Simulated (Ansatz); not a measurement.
CdF2:
```xyz
3
Lattice="0.0000 2.6942 2.6942 2.6942 0.0000 2.6942 2.6942 2.6942 0.0000" Properties=species:S:1:pos:R:3 pbc="T T T"
Cd     0.0000     0.0000     0.0000
F      1.3471     1.3471     1.3471
F      4.0413     4.0413     4.0413
```

Relaxed with r²SCAN. Special points in fractions of this cell's reciprocal vectors: Γ (0.000, 0.000, 0.000); X (0.500, 0.000, 0.500); U (0.625, 0.250, 0.625); K (0.375, 0.375, 0.750); L (0.500, 0.500, 0.500); W (0.500, 0.250, 0.750).

Q: List the band energies nearest the valence-band maximum at these points for r²SCAN (plane waves, PAW; program Ansatz).

A: In eV from the valence-band maximum; about four levels below and three above (degenerate sets whole), none deeper than 8.9 eV; … stands for higher levels left out; points with the same levels are listed once.

```csv
k,below,above
Γ,-0.99 -0.99 -0.99 -0.51 -0.51 -0.51,3.79 …
X,-2.96 -2.96 -0.52 -0.09 -0.09,8.92 10.59 …
U,-2.32 -0.96 -0.35 -0.20,8.86 11.59 …
L,-1.84 -1.84 -0.41 -0.41,8.02 9.70 …
W,-1.52 -1.52 -0.62 0.00,8.98 11.87 …
```

Space group Fm-3m (fluorite). The cell was relaxed with r²SCAN under the symmetry of its start; phonons on a q-mesh show no instability. Scalar-relativistic: spin–orbit coupling is off unless named, which matters more the heavier the elements.

Potentials: the later of the program's two PAW sets.
